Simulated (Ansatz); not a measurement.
## K$_{2}$MnAgF$_{6}$: do energies and stresses tell the same story?

Theory: Ansatz 0.2.0, DFT PBE, scalar-relativistic, plane waves, PAW.

Cutoff 420 eV; k points 8×8×8 on the computed 10-atom cell (Γ-centred); Gaussian smearing, width 0.10 eV; collinear spin from starting moments 0 0 3.7 0 0 0 0 0 0 0 μB.

Relaxed cell: Fm-3m, a = 8.670 Å, b = 8.670 Å, c = 8.670 Å, α = 90.00°, β = 90.00°, γ = 90.00°, 10 atoms in the primitive cell. Whether it is the stable form of this composition wasn't checked.

Energies at zero smearing and pressures from the stress tensor, at volumes with shape and atoms relaxed:
| V (Å³/atom) | E − E(first) (meV/atom) | P (GPa) |
| --- | --- | --- |
| 14.337 | 0.00 | 8.83 |
| 14.826 | -22.38 | 5.93 |
| 15.315 | -36.68 | 3.55 |
| 15.803 | -44.44 | 1.60 |
| 16.292 | -46.74 | 0.00 |
| 16.781 | -44.69 | -1.28 |
| 17.270 | -39.08 | -2.32 |
| 17.921 | -27.30 | -3.37 |

Q: Check P = −dE/dV between neighbouring volumes, and get the bulk modulus from the pressures alone.

A: With 1 eV/Å³ = 160.2 GPa:
```
middle V (Å³/atom)  −ΔE/ΔV (GPa) mean P (GPa)
            14.582         7.336         7.383
            15.070         4.690         4.741
            15.559         2.542         2.574
            16.048         0.753         0.802
            16.537        -0.671        -0.637
            17.025        -1.839        -1.798
            17.596        -2.896        -2.844
```

The two differ by 0.05 GPa at most. The mean of two end pressures misses the average over a step by about ΔV² P″/12, up to 0.05 GPa here; with that taken off 0.02 GPa remains. Around V = 16.292 Å³/atom, the two neighbours give B = −V ΔP/ΔV = 16.292 × 2.88 / 0.978 = 48.0 GPa, against B0 = 47.6 GPa from the Birch–Murnaghan fit of the energies.

The cell holds one magnetic atom, so it can only be ferromagnetic; an antiferromagnetic order may lie lower.

Only this magnetic start was tried.

Cost: 9 runs of about 37 core-minutes in all, on AMD EPYC (Zen 3) (shared hosts).